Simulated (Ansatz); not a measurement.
SiO₂:
Space group P3₁21 (No. 152); a = b = 4.9206 Å, c = 5.4166 Å, α = β = 90.00°, γ = 120.00°

```csv
atom,site,symmetry,x,y,z
Si,3a,.2.,0.5311,0.5311,0.0000
O,6c,1,0.4131,0.2691,0.2155
```

Relaxed with r²SCAN. 

Question: HSE06 on this cell (Ansatz, an electronic-structure program, PAW) gives a gap of 7.78 eV. What does r²SCAN give?

Answer: 6.60 eV.

Cost on shared cores: the r²SCAN run (SCF on a 7×7×5 mesh, then bands and DOS) around 2.0 core-minutes (rough), the HSE06 run (SCF on 4×4×3, then a few points) roughly 100 core-seconds; the tasks are unlike.

Space group P3_121. Symmetry was held in the r²SCAN relaxation.

Potentials: the earlier of the program's two PAW sets. The files were generated under PBE; for other functionals the program regenerates the frozen cores, and for LDA and PBEsol the local potential too.

Ansatz is a plane-wave DFT program.
